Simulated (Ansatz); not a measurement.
Starting cell, AlBO3 (space group R-3c):

```
CELL_PARAMETERS angstrom
      2.21901     1.28115     4.52168
     -2.21901     1.28115     4.52168
      0.00000    -2.56230     4.52168
ATOMIC_POSITIONS crystal
  Al 0.50000 0.50000 0.50000
  Al 0.00000 0.00000 0.00000
  B  0.75000 0.75000 0.75000
  B  0.25000 0.25000 0.25000
  O  0.75000 0.44083 0.05917
  O  0.25000 0.55917 0.94083
  O  0.05917 0.75000 0.44083
  O  0.94083 0.25000 0.55917
  O  0.44083 0.05917 0.75000
  O  0.55917 0.94083 0.25000
```

The atoms are displaced by Q × the pattern below (from a DFPT mode at Γ, largest move 1; Q in Å), at fixed cell.

```tsv
atom	x	y	z
Al1	0.000	0.000	-0.554
Al2	0.000	0.000	-0.554
B3	0.000	0.000	1.000
B4	0.000	0.000	1.000
O5	-0.662	-0.382	0.086
O6	-0.662	-0.382	0.086
O7	0.662	-0.382	0.086
O8	0.662	-0.382	0.086
O9	0.000	0.765	0.086
O10	0.000	0.765	0.086
```

The numbers are results of LDA (plane waves to 420 eV, PAW, scalar-relativistic; Ansatz, a first-principles code), not measurements. k mesh 9×9×9 (Γ-centred), Fermi-Dirac smearing 0.05 eV. AlBO3 was relaxed with its symmetry unable to fall. 

```
Q (Å)   −dE/dQ from forces (eV/Å)
------  -------------------------
-0.280                     31.798
-0.233                     24.772
-0.187                     18.675
-0.140                     13.331
-0.093                      8.563
-0.047                      4.184
0.000                       0.000
0.047                      -4.184
0.093                      -8.563
0.140                     -13.331
0.187                     -18.675
0.233                     -24.772
0.280                     -31.798
```

**Question.** What harmonic wavenumber does the curvature at Q = 0 give?

**Answer.** 505 cm⁻¹. E″ = 88.96 eV/Å², M = Σ mᵢ|uᵢ|² = 95.0 u, ν̃ = 521.5·√(|E″|/M).

(For displaced atoms, the force is minus the slope of the energy, and its curvature is a force constant, which sets phonon frequencies.)
